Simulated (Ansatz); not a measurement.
Total density of states per atom from LDA (plane waves, PAW; program Ansatz), in 0.25 eV bins, energy from the valence-band maximum:

```json
[
 {"E (eV)": "-7.85", "states/eV/atom": "0.00"},
 {"E (eV)": "-7.60", "states/eV/atom": "0.03"},
 {"E (eV)": "-7.35", "states/eV/atom": "0.56"},
 {"E (eV)": "-7.10", "states/eV/atom": "0.45"},
 {"E (eV)": "-6.85", "states/eV/atom": "0.28"},
 {"E (eV)": "-6.60", "states/eV/atom": "0.24"},
 {"E (eV)": "-6.35", "states/eV/atom": "0.22"},
 {"E (eV)": "-6.10", "states/eV/atom": "0.25"},
 {"E (eV)": "-5.85", "states/eV/atom": "0.31"},
 {"E (eV)": "-5.60", "states/eV/atom": "0.15"},
 {"E (eV)": "-5.35", "states/eV/atom": "0.09"},
 {"E (eV)": "-5.10", "states/eV/atom": "0.08"},
 {"E (eV)": "-4.85", "states/eV/atom": "0.36"},
 {"E (eV)": "-4.60", "states/eV/atom": "0.67"},
 {"E (eV)": "-4.35", "states/eV/atom": "0.51"},
 {"E (eV)": "-4.10", "states/eV/atom": "0.30"},
 {"E (eV)": "-3.85", "states/eV/atom": "0.42"},
 {"E (eV)": "-3.60", "states/eV/atom": "0.48"},
 {"E (eV)": "-3.35", "states/eV/atom": "0.55"},
 {"E (eV)": "-3.10", "states/eV/atom": "0.68"},
 {"E (eV)": "-2.85", "states/eV/atom": "0.84"},
 {"E (eV)": "-2.60", "states/eV/atom": "0.86"},
 {"E (eV)": "-2.35", "states/eV/atom": "0.69"},
 {"E (eV)": "-2.10", "states/eV/atom": "0.49"},
 {"E (eV)": "-1.85", "states/eV/atom": "0.49"},
 {"E (eV)": "-1.60", "states/eV/atom": "0.62"},
 {"E (eV)": "-1.35", "states/eV/atom": "0.97"},
 {"E (eV)": "-1.10", "states/eV/atom": "0.86"},
 {"E (eV)": "-0.85", "states/eV/atom": "0.91"},
 {"E (eV)": "-0.60", "states/eV/atom": "1.47"},
 {"E (eV)": "-0.35", "states/eV/atom": "0.94"},
 {"E (eV)": "-0.10", "states/eV/atom": "0.22"},
 {"E (eV)": "0.15", "states/eV/atom": "0.00"},
 {"E (eV)": "0.40", "states/eV/atom": "0.00"},
 {"E (eV)": "0.65", "states/eV/atom": "0.00"},
 {"E (eV)": "0.90", "states/eV/atom": "0.01"},
 {"E (eV)": "1.15", "states/eV/atom": "0.07"},
 {"E (eV)": "1.40", "states/eV/atom": "0.19"},
 {"E (eV)": "1.65", "states/eV/atom": "0.30"},
 {"E (eV)": "1.90", "states/eV/atom": "0.39"},
 {"E (eV)": "2.15", "states/eV/atom": "0.72"},
 {"E (eV)": "2.40", "states/eV/atom": "0.57"},
 {"E (eV)": "2.65", "states/eV/atom": "0.35"},
 {"E (eV)": "2.90", "states/eV/atom": "0.05"},
 {"E (eV)": "3.15", "states/eV/atom": "0.00"},
 {"E (eV)": "3.40", "states/eV/atom": "0.01"},
 {"E (eV)": "3.65", "states/eV/atom": "0.05"},
 {"E (eV)": "3.90", "states/eV/atom": "0.06"},
 {"E (eV)": "4.15", "states/eV/atom": "0.16"},
 {"E (eV)": "4.40", "states/eV/atom": "0.46"},
 {"E (eV)": "4.65", "states/eV/atom": "0.57"},
 {"E (eV)": "4.90", "states/eV/atom": "0.78"},
 {"E (eV)": "5.15", "states/eV/atom": "0.60"},
 {"E (eV)": "5.40", "states/eV/atom": "0.72"},
 {"E (eV)": "5.65", "states/eV/atom": "1.01"}
]
```

### Question
Which compound is it?
A. Ba, simple hexagonal
B. SnS2, P6_3mc (Sn on 2b, S on 2b, S on 2a)
C. Te2W, Pmn2_1 (Pearson symbol oP12)
D. Ag3Sb, Pmm2 (Sb on 1a, Ag on 1c, Ag on 1b, Ag on 1d)

### Answer
B, SnS2, P6_3mc (Sn on 2b, S on 2b, S on 2a). Top 1 eV of the valence band: S 3p 95 %. Bottom 1 eV of the conduction band: S 3p 55 %, Sn 5s 34 %, outside the projected shells 7 %. Projections are on Löwdin-orthogonalised atomic valence shells; empty p or d shells of many metals are not among them.

The workflow started from a Materials Project entry (that database holds measured and hypothetical structures alike); the Crystallography Open Database copy checked does not list it. It is not the phase usual at ambient conditions (space group No. 164). Symmetry was held in the LDA relaxation; whether a distortion lowers the energy is not shown. A crystal of weakly bound layers computed without a dispersion correction: the cell and the soft elastic constants depend strongly on that. Scalar-relativistic: spin–orbit coupling is off unless named, which matters more the heavier the elements.

Potentials: the later of the program's two PAW sets.
